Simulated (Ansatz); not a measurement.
NaBrF4:
```
NaBrF4
1.0
   -2.86790     2.86790     5.16495
    2.86790    -2.86790     5.16495
    2.86790     2.86790    -5.16495
Na Br F
2 2 8
Direct
  0.25000   0.25000   0.00000
  0.75000   0.75000   0.00000
  0.50000   0.00000   0.50000
  0.00000   0.50000   0.50000
  0.79818   0.29818   0.83114
  0.20182   0.70182   0.16886
  0.29818   0.46704   0.50000
  0.70182   0.53296   0.50000
  0.46704   0.96704   0.16886
  0.53296   0.03296   0.83114
  0.96704   0.79818   0.50000
  0.03296   0.20182   0.50000
```

Relaxed with r²SCAN.

Q: Give the Bader charges and basin volumes of the independent atoms, the program Ansatz at the r²SCAN level (PAW).

A: 

| atom | Bader charge (e) | Bader volume (Å³) |
|---|---|---|
| Na1 | +0.92 | 8.7 |
| Br3 | +1.54 | 16.2 |
| F5 | -0.62 | 14.6 |

Space group I4/mcm. The workflow started from a Materials Project entry (that database holds measured and hypothetical structures alike); the Crystallography Open Database copy checked does not list it. Whether it is the stable phase at ambient conditions was not checked. Symmetry was held in the r²SCAN relaxation; whether a distortion lowers the energy is not shown.

Potentials: the later of the program's two PAW sets.
